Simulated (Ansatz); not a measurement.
# C under strain

Level of theory: Ansatz 0.2.0, DFT r2SCAN, scalar-relativistic, plane waves, PAW. Settings: 500 eV cutoff, 14×8×6 k-mesh, Gaussian smearing of 0.10 eV, no spin polarisation.

Starting point, cell and atoms relaxed:

```yaml
crystal:
  lattice:
    - [2.45625, 0.00000, 0.00000]
    - [0.00000, 4.25292, 0.00000]
    - [0.00000, 0.00000, 7.11555]
  atoms:
    - { symbol: C, position: [0.50000, 0.41668, 0.74992] }
    - { symbol: C, position: [0.50000, 0.91668, 0.25008] }
    - { symbol: C, position: [0.50000, 0.58332, 0.25008] }
    - { symbol: C, position: [0.50000, 0.08332, 0.74992] }
    - { symbol: C, position: [0.00000, 0.91668, 0.74992] }
    - { symbol: C, position: [0.00000, 0.41668, 0.25008] }
    - { symbol: C, position: [0.00000, 0.08332, 0.25008] }
    - { symbol: C, position: [0.00000, 0.58332, 0.74992] }
```

Deformation: biaxial strain in the a-b plane, with the length and tilt of c and the atoms relaxed, all within the symmetry that the strain leaves. Energies are extrapolated to zero smearing. On this cell's mesh the reference holds a stress of up to 0.17 GPa.

```tsv
strain (%)	ΔE (meV/atom)	a (Å)	b (Å)	c (Å)
-3.0	68.3	2.383	4.125	7.088
-2.0	29.6	2.407	4.168	7.106
-1.0	7.2	2.432	4.210	7.124
+0.0	0.0	2.456	4.253	7.116
+1.0	6.9	2.481	4.295	7.155
+2.0	26.8	2.505	4.338	7.166
+3.0	58.7	2.530	4.381	7.178
```

(1) What stiffness (1/V) d²E/dε² at zero strain does a cubic fit over all points give?

(2) How does the free axis c answer a small strain?

Results:

(1) A cubic fit gives (1/V) d²E/dε² = 2435 GPa at zero strain (twice the biaxial modulus).

(2) Between the innermost points its strain is 0.21 times the applied one.

This form isn't the element's structure at ambient conditions.